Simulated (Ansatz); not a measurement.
Si₃N₄:
```cif
data_N16Si12
_chemical_formula_sum 'Si12 N16'
_space_group_name_H-M_alt 'P31c'
_space_group_IT_number 159
_space_group_name_Hall 'P 3 -2c'
_cell_length_a 7.75224
_cell_length_b 7.75224
_cell_length_c 5.61926
_cell_angle_alpha 90.000
_cell_angle_beta 90.000
_cell_angle_gamma 120.000
loop_
_atom_site_label
_atom_site_type_symbol
_atom_site_symmetry_multiplicity
_atom_site_Wyckoff_symbol
_atom_site_fract_x
_atom_site_fract_y
_atom_site_fract_z
_atom_site_occupancy
Si1 Si 6 c 0.08204 0.56957 0.19631 1
Si2 Si 6 c 0.08629 0.25344 0.48849 1
N1 N 6 c 0.04555 0.65533 0.46903 1
N2 N 2 a 0.00000 0.00000 0.48915 1
N3 N 6 c 0.00342 0.31823 0.23493 1
N4 N 2 b 0.33333 0.66667 0.14074 1
```

Relaxed with r²SCAN. r²SCAN in the plane-wave PAW code Ansatz gives a gap of 5.34 eV.

Problem. What gap does HSE06 give on the same cell (Ansatz, PAW)?

Solution. 6.13 eV, 0.80 eV more. The hybrid was solved on a coarser mesh and at special points; its gap is the smallest among all of these.

```json
[
 {"k": "Γ", "v1 r²SCAN": "-0.06", "c1 r²SCAN": "5.34", "v1 HSE06": "-0.07", "c1 HSE06": "6.13"},
 {"k": "A", "v1 r²SCAN": "-0.51", "c1 r²SCAN": "6.70", "v1 HSE06": "-0.51", "c1 HSE06": "7.54"},
 {"k": "K", "v1 r²SCAN": "0.00", "c1 r²SCAN": "6.08", "v1 HSE06": "(withheld)", "c1 HSE06": "(withheld)"},
 {"k": "H", "v1 r²SCAN": "-0.62", "c1 r²SCAN": "5.92", "v1 HSE06": "(withheld)", "c1 HSE06": "(withheld)"},
 {"k": "M", "v1 r²SCAN": "0.00", "c1 r²SCAN": "5.64", "v1 HSE06": "(withheld)", "c1 HSE06": "(withheld)"},
 {"k": "L", "v1 r²SCAN": "-0.59", "c1 r²SCAN": "5.98", "v1 HSE06": "(withheld)", "c1 HSE06": "(withheld)"}
]
```

Problem. Top valence (v1) and lowest conduction level (c1) in eV from each method's valence maximum (which need not be a listed point): supply the withheld HSE06 values.

Solution. 
- K, v1 HSE06: 0.00
- K, c1 HSE06: 6.90
- L, v1 HSE06: -0.59
- L, c1 HSE06: 6.80
- H, v1 HSE06: -0.61
- H, c1 HSE06: 6.74
- M, v1 HSE06: 0.00
- M, c1 HSE06: 6.46

Cost on shared cores: the r²SCAN run (SCF on a 4×4×5 mesh, then bands and DOS) roughly 14 core-minutes, the HSE06 run (SCF on 3×3×3, then a few points) roughly 10 core-minutes; the tasks are unlike.

The workflow started from a Materials Project entry (that database holds measured and hypothetical structures alike); the Crystallography Open Database files this formula in space group No. 159, but the cells were not matched. It is not the phase usual at ambient conditions (space group No. 176). The r²SCAN relaxation kept the symmetry of its start; its stability against distortions is not shown here.

Potentials: the earlier of the program's two PAW sets.
